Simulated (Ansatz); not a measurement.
**Fields on a plane of ZnCu2SnSe4 (kesterite type, space group I-4)**

```
ZnCu2SnSe4
1.0
   -2.88182     2.88182     5.76298
    2.88182    -2.88182     5.76298
    2.88182     2.88182    -5.76298
Cu Zn Sn Se
2 1 1 4
Direct
  0.00000   0.00000   0.00000
  0.75000   0.25000   0.50000
  0.25000   0.75000   0.50000
  0.50000   0.50000   0.00000
  0.63874   0.62944   0.52864
  0.10081   0.11010   0.47136
  0.37056   0.89919   0.00930
  0.88990   0.36126   0.99070
```

The slice is a (1 0 -1) plane (indices of the conventional cell) through the point (0.000, 0.000, 0.000) (fractional), spanned by u = [101] and v = [121] in vectors of this cell: u (5.76 Å) and v (12.89 Å, at 90° to u). It covers one period; positions are fractions (u, v).

Atoms on it: Cu at (0.00, 0.00); Cu at (0.50, 0.50). Other atoms lie within 1 Å of the plane.

Computed with PBE (plane waves to 420 eV, PAW, scalar-relativistic; Ansatz, a quantum-chemistry and plane-wave program). k mesh 8×8×8. Near the nuclei the fields are pseudised (PAW); where an atom keeps semicore shells as valence, they peak there. At this level the bands of ZnCu2SnSe4 touch or barely overlap. ZnCu2SnSe4 is run without spin polarisation. ZnCu2SnSe4 was relaxed with its symmetry unable to fall.

```
v \ u  0.00  0.15  0.31  0.46  0.62  0.77  0.92
-----  ----  ----  ----  ----  ----  ----  ----
0.86   -0.9  -1.6  -1.6  -1.1  -0.3   0.5  -0.4
0.71   -0.8  -0.4  -0.3  -0.9  -1.3  -1.2  -1.0
0.57   -1.4  -0.7  -0.4  -0.3  -0.7  -1.3  -1.5
0.43   -1.4  -0.8  -0.4  -0.3  -0.7  -1.3  -1.6
0.29   -0.9  -0.4  -0.3  -0.9  -1.3  -1.3  -1.0
0.14   -0.9  -1.6  -1.5  -1.0  -0.2   0.7  -0.4
0.00    1.8  -0.2  -1.3  -1.8  -1.6  -0.9   1.1
```

Values: log₁₀ of the valence density in e/Å³. The scale is logarithmic, as a density can span decades between atoms and voids.

```
|xxx89999997xx|
|x169999985330|
|689999873xxx2|
|799998760xxx0|
|799987550xxx0|
|8999875540x05|
|8887677777677|
|662x037899987|
|63xxxx5899997|
|72xxxx5899998|
|85xxx05789999|
|985222xx48999|
|99985xxxx5999|
|99983xxxx3899|
|99985xxxx5999|
|986432xx48999|
|860xx05789998|
|73xxxx4899987|
|53xxxx5999986|
|5520037999976|
|7777778887677|
|8899987640x05|
|799998750xxx1|
|79999986xxxx0|
|689999971xxx3|
|x169999974220|
|xxx79999987xx|
|xxx79999997xx|
```
Scale: ten equal steps from -2.00 (start of '0') to 6.38 (end of '9'), in the order '0123456789'. Values: electrostatic potential energy of an electron, from the cell's mean, in eV. The map has 13 points along u (one character each, u = 0 at the left) and 28 along v (v = 0 in the bottom row). Points within 1 Å of a nucleus are blanked (x), as the pseudised field means little there. Values under -2 eV are set to -2. The zero, the cell's mean, hangs on the PAW cores.
